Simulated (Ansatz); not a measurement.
# Kick test of a cell of LaAl3N2

It was reached by relaxing an invented guess, and it needn't be the stable form of this composition.

Computed with Ansatz, DFT PBE, scalar-relativistic, plane waves, PAW. Plane waves to 420 eV, a k mesh through Γ of 12×12×4 on the computed 6-atom cell and Gaussian smearing (0.10 eV); no spin polarisation.

The cell below (6 atoms, space group P3m1 (No. 156)) is relaxed within its symmetry.

```xyz
6
Lattice="3.1447 0.0000 0.0000 -1.5724 2.7234 0.0000 0.0000 0.0000 10.5698" Properties=species:S:1:pos:R:3 pbc="T T T"
La    0.0000    0.0000   10.3295
Al    1.5724    0.9078    2.5187
Al    0.0000    0.0000    5.0869
Al    0.0000    1.8156    7.5301
N     1.5724    0.9078    4.4105
N     0.0000    1.8156    1.8339
```

For the test a repeat of it with 12 atoms (edges 3.14, 5.45, 10.57 Å) was strained at random (σ = 1.5 % a component), the atoms were moved at random (σ = 0.10 Å), and all was relaxed again on a coarse 8×4×2 mesh (in the run’s order of axes) with 0.20 eV smearing, with no symmetry imposed.

Question: Is the structure stable against such a distortion?

Answer: It returns, within 1 meV/atom of the unmoved cell on that mesh and with the same symmetry when read at 0.1 Å (Pc at 0.01 Å, so small strains and shifts remain). So it is stable against the distortions that fit this cell and that this random move excites. Modes that don't fit the cell aren't tested.
